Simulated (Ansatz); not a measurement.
Task: Name crystals whose computed values (DFT-r²SCAN+D4 in the program Ansatz with PAW potentials) fall in these windows: B₀ by P(V) fit (GPa) 59 to 82; electron conductivity mass (mₑ) 0.26 to 0.35; HSE06 gap (eV) 2.0 to 2.6.

Result: 

```csv
crystal,B₀ by P(V) fit (GPa),electron conductivity mass (mₑ),HSE06 gap (eV)
"LaBi2ClO4, P4/mmm (La on 1a, Bi on 2h, Cl on 1b, O on 4i)",69.3,0.30,2.18
```
Others may fit too.

Standing as an ambient phase not checked: LaBi2ClO4, P4/mmm (La on 1a, Bi on 2h, Cl on 1b, O on 4i). The cell was relaxed under the symmetry of its start. Scalar-relativistic: spin–orbit coupling is off unless named, which matters more the heavier the elements.

Potentials: the later of the program's two PAW sets.
